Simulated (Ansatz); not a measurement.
TaMoN in space group P4/nmm (No. 129; Mo on 2c, Ta on 2c, N on 2c) at seven volumes, plane-wave PAW PBEsol (Ansatz code), shape and atoms relaxed at each. One row is withheld.

| V (Å³/atom) | P (GPa) |
|---|---|
| 11.045 | 37.73 |
| 11.409 | ? |
| 11.773 | 10.62 |
| 12.137 | 0.00 |
| 12.501 | -9.04 |
| 12.865 | -16.72 |
| 13.229 | -23.22 |

**Question.** Fit the shown pressures and predict the withheld one.

**Answer.** P = (3/2)B₀(x^(7/2) − x^(5/2))[1 + (3/4)(B′ − 4)(x − 1)] with x = (V₀/V)^(2/3). Least squares on the six rows gives V₀ = 12.137 Å³/atom, B₀ = 326 GPa, B′ = 4.37. At V = 11.409, x = 1.0421 and P = 23.09 GPa. The run itself gave 23.09 GPa.

The workflow started from an entry of the Crystallography Open Database (COD). Whether it is the stable phase at ambient conditions was not checked. The PBEsol relaxation kept the symmetry of its start; whether a distortion lowers the energy is not shown. No spin polarisation was allowed. Scalar-relativistic: spin–orbit coupling is off unless named, which matters more the heavier the elements.

Potentials: the later of the program's two PAW sets.
